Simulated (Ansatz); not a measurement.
A film clamped on a beam works by its effective transverse coefficient e₃₁,f, which adds the part that comes from the free strain along the normal.

AlN serves as the reference. c-oriented films; the sign of axis 3 is chosen so that e₃₃ is positive. Field 20 V/μm.

Computed with Ansatz, a plane-wave PAW program. e₃₁, e₃₃, C₁₃, C₃₃: PBE, relaxed-ion tensors by finite strain, axis 3 along c; ε₃₃: PBE, linear response at fixed cell. The D3 dispersion term is added in values of the rows MoS2.

Model phases, started by placing the elements on a structure type or from a typed cell, with no claim that they are known: 6H-GaN; 6H-ZnO. Runs started from generated or typed cells of the structure named: AlN. Spin–orbit coupling is left out unless named.

Definitions used: e₃₁,f = e₃₁ − e₃₃ C₁₃/C₃₃; d₃₃,f = e₃₃/C₃₃; stress = |e₃₁,f| × field; figure = e₃₁,f²/(ε₀ε₃₃) = e₃₁,f²/(0.008854 ε₃₃) in GPa.

| crystal | e₃₁ (C/m²) | e₃₃ (C/m²) | C₁₃ (GPa) | C₃₃ (GPa) | ε₃₃ (static) | e₃₁,f (C/m²) | d₃₃,f (pm/V) | film stress (MPa) | harvesting figure (GPa) |
|---|---|---|---|---|---|---|---|---|---|
| 6H-GaN | −0.20 | 0.36 | 77 | 363 | 11.2 | ? | ? | ? | ? |
| MoS2 (R3m) | 0.01 | 0.15 | 15 | 56 | 7.60 | ? | ? | ? | ? |
| 6H-ZnO | −0.45 | 0.88 | 88 | 211 | 11.3 | ? | ? | ? | ? |
| AlN (wurtzite), reference | −0.57 | 1.44 | 97 | 352 | 9.84 | −0.967 | 4.1 | 19 | 11 |

Question: Complete the blanks.

Answer: 
- MoS2: e₃₁,f = 0.01 − 0.15 × 15/56 = −0.030 C/m²; d₃₃,f = 1000 × 0.15/56 = 2.7 pm/V; film stress: |−0.030| × 20 = 0.60 MPa; harvesting figure: (−0.030)²/(0.008854 × 7.60) = 0.013 GPa.
- 6H-ZnO: e₃₁,f = −0.45 − 0.88 × 88/211 = −0.817 C/m²; d₃₃,f = 1000 × 0.88/211 = 4.2 pm/V; film stress: |−0.817| × 20 = 16 MPa; harvesting figure: (−0.817)²/(0.008854 × 11.3) = 6.7 GPa.
- 6H-GaN: e₃₁,f = −0.20 − 0.36 × 77/363 = −0.276 C/m²; d₃₃,f = 1000 × 0.36/363 = 0.99 pm/V; film stress: |−0.276| × 20 = 5.5 MPa; harvesting figure: (−0.276)²/(0.008854 × 11.2) = 0.77 GPa.

In order of harvesting figure, highest first: AlN (11 ×/÷ 1.3), 6H-ZnO (6.7 ×/÷ 1.31), 6H-GaN (0.77 ×/÷ 1.3), MoS2 (0.013 ×/÷ 1.73). The ×/÷ follows from allowances picked for this note (e₃₁ 12 %, e₃₃ 12 %, C₁₃ 10 %, C₃₃ 10 %, ε₃₃ 12 %, 12 % for the model), carried to first order in the logarithm and added in quadrature; ≈ joins neighbours closer than their two factors, as logarithms, added in quadrature. On this figure 0 of 3 candidates do clearly better than the reference.

Single-domain 0 K values; domain walls add much in ferroelectric films. Where several phases of a formula are at hand, those over 0.1 eV/atom above the lowest were not drawn (by r²SCAN where it compared them, else by the largest value; a layered or molecular lowest phase counts only with a dispersion term); other phases could lie lower still. Rows were sampled with a lean to familiar crystals, related or not, whatever their agreement with measurement; tables with many equal figures were not kept. Limits of the draw: polar uniaxial crystals, |e₃₃| over 0.1 C/m², ε₃₃ under 300; no unfamiliar magnets, and cubic perovskites only if shown or known to be stable. As a rule kept out of such tables: 4f compounds, open-shell compounds run without a Hubbard term, cells found unstable in the tests at hand, cells close to a higher symmetry, and runs set to a pressure or over 12 % in volume from the crystal's fullest run.
